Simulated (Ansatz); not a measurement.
Cu3Ge in space group P-6m2 (No. 187; Cu on 1b, Cu on 2i, Ge on 1a) at seven volumes, the program Ansatz at the PBEsol level (PAW), shape and atoms relaxed at each. One row is withheld.

| V (Å³/atom) | P (GPa) |
|---|---|
| 11.587 | 15.75 |
| 11.969 | 9.51 |
| 12.351 | ? |
| 12.733 | 0.00 |
| 13.115 | -3.70 |
| 13.497 | -6.79 |
| 13.879 | -9.36 |

Fit the shown pressures and predict the withheld one.

Third-order Birch–Murnaghan: P = (3/2)B₀(x^(7/2) − x^(5/2))[1 + (3/4)(B′ − 4)(x − 1)] with x = (V₀/V)^(2/3). Least squares on the six rows gives V₀ = 12.730 Å³/atom, B₀ = 133.3 GPa, B′ = 4.80. At V = 12.351, x = 1.0204 and P = 4.33 GPa. The run itself gave 4.38 GPa.

The first step of the workflow began from a Materials Project structure, measured or hypothetical; the Crystallography Open Database copy checked does not list it. Its standing as an ambient phase is unchecked. Symmetry was held in the PBEsol relaxation; whether a distortion lowers the energy is not shown. No spin polarisation was allowed.

Potentials: the later of the program's two PAW sets.
